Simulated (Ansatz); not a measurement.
Computed scan of one atom of the cell: TiN (rock salt)

Starting cell, TiN (rock salt):

```
CELL_PARAMETERS angstrom
      0.00000     2.12337     2.12337
      2.12337     0.00000     2.12337
      2.12337     2.12337     0.00000
ATOMIC_POSITIONS crystal
  N  0.00000 0.00000 0.00000
  Ti 0.50000 0.50000 0.50000
```

Scan: atom 1 (N, nearest neighbour Ti at 2.123 Å; its periodic images, 3.0 Å or more away, move with it) is displaced along Cartesian z, direction (0.000, 0.000, 1.000) in Cartesian axes, by s. The other atoms stay.

Computed with PBE (plane waves to 420 eV, PAW, scalar-relativistic; Ansatz, a first-principles code). k mesh 15×15×15 (Γ-centred), Fermi-Dirac smearing 0.05 eV. Energies are smeared free energies. Compression counts positive. With partly filled bands, energies and forces of such displacements shift with the k mesh and the smearing. F∥ is the force on the atom along that direction. The PAW data are Ansatz's earlier set. TiN is run without spin polarisation. TiN was relaxed with its symmetry unable to fall. ΔE is measured from the undisplaced structure.

```
s (Å)   ΔE (meV/cell)  F∥ (eV/Å)  P (GPa)
------  -------------  ---------  -------
-0.210            231      2.278      7.1
-0.168            147      1.770      4.5
-0.126             82      1.317      2.5
-0.084             36      0.864      1.1
-0.042              9      0.430      0.3
0.000               0      0.000      0.0
0.042               9     -0.430      0.3
0.084              36     -0.864      1.1
0.126              82     -1.317      2.5
0.168             147     -1.770      4.5
0.210             231     -2.278      7.1
```

Key numbers:

| Item | Value |
|---|---|
| Energy at s = 0.210 Å | 231 meV/cell |
| Force along the line at s = -0.210 Å | 2.28 eV/Å |
| Symmetry of the curve | even: the same for both signs |
| Shape of the curve | a single well with its minimum at or next to zero displacement |
| Force constant k = d²E/ds² at s = 0 (finite differences) | 10.2 eV/Å² |
| Harmonic estimate at the end of the scan | ½ks² = 225 meV/cell against the computed 231 meV/cell, so the well is close to harmonic there |
| Zone-centre optical wavenumber from k | 506 cm⁻¹ |

(For displaced atoms, the force is minus the slope of the energy, and its curvature is a force constant, which sets phonon frequencies.)
